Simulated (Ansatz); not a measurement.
Ga2O3 (corundum)

```yaml
crystal:
  lattice:
    - [2.52887, 1.46004, 4.54110]
    - [-2.52887, 1.46004, 4.54110]
    - [0.00000, -2.92008, 4.54110]
  atoms:
    - { symbol: Ga, position: [0.85584, 0.85584, 0.85584] }
    - { symbol: Ga, position: [0.64416, 0.64416, 0.64416] }
    - { symbol: Ga, position: [0.14416, 0.14416, 0.14416] }
    - { symbol: Ga, position: [0.35584, 0.35584, 0.35584] }
    - { symbol: O, position: [0.05313, 0.44687, 0.75000] }
    - { symbol: O, position: [0.75000, 0.05313, 0.44687] }
    - { symbol: O, position: [0.44687, 0.75000, 0.05313] }
    - { symbol: O, position: [0.94687, 0.55313, 0.25000] }
    - { symbol: O, position: [0.25000, 0.94687, 0.55313] }
    - { symbol: O, position: [0.55313, 0.25000, 0.94687] }
```

The slice is a (1 -1 0 2) plane (indices of the conventional cell) through the point (0.856, 0.856, 0.856) (fractional), spanned by u = [1 0 -1] and v = [010] in vectors of this cell: u (5.06 Å) and v (5.40 Å, at 90° to u). It covers one period; positions are fractions (u, v).

Level of theory: PBE (plane waves to 420 eV, PAW, scalar-relativistic; Ansatz, a program for electronic structure). k mesh 8×8×8. These are valence fields of a PAW run, semicore shells included where kept as valence: close to a nucleus they are smooth pseudo fields. Ga2O3 was relaxed with its symmetry unable to fall.

**Question.** Predict the map of the electrostatic potential energy of an electron, from the cell's mean on the slice.

**Answer.** 
```
v \ u  0.00  0.13  0.27  0.40  0.53  0.67  0.80  0.93
-----  ----  ----  ----  ----  ----  ----  ----  ----
0.88      x  <0.0   7.5   8.9   8.9   7.8   4.1     x
0.75    4.9     x   6.9   6.9   6.2   5.5   6.9   6.0
0.62    6.0     x     x  <0.0     x   0.8   7.6   7.8
0.50    8.1   6.5   2.6     x     x  <0.0   6.9   8.2
0.38    8.9   8.8   6.2  <0.0     x   1.0   7.3   8.9
0.25    6.0   7.5     x     x   5.5   7.3     x   6.2
0.12      x  <0.0     x     x   7.1   7.9   3.8     x
0.00      x     x   4.6   7.0   8.2   7.7  <0.0     x
```

Values: electrostatic potential energy of an electron, from the cell's mean, in eV. Points within 0.8 Å of a nucleus are blanked (x), as the pseudised field means little there. Values under 0 eV are set to 0. The zero, the cell's mean, hangs on the PAW cores.
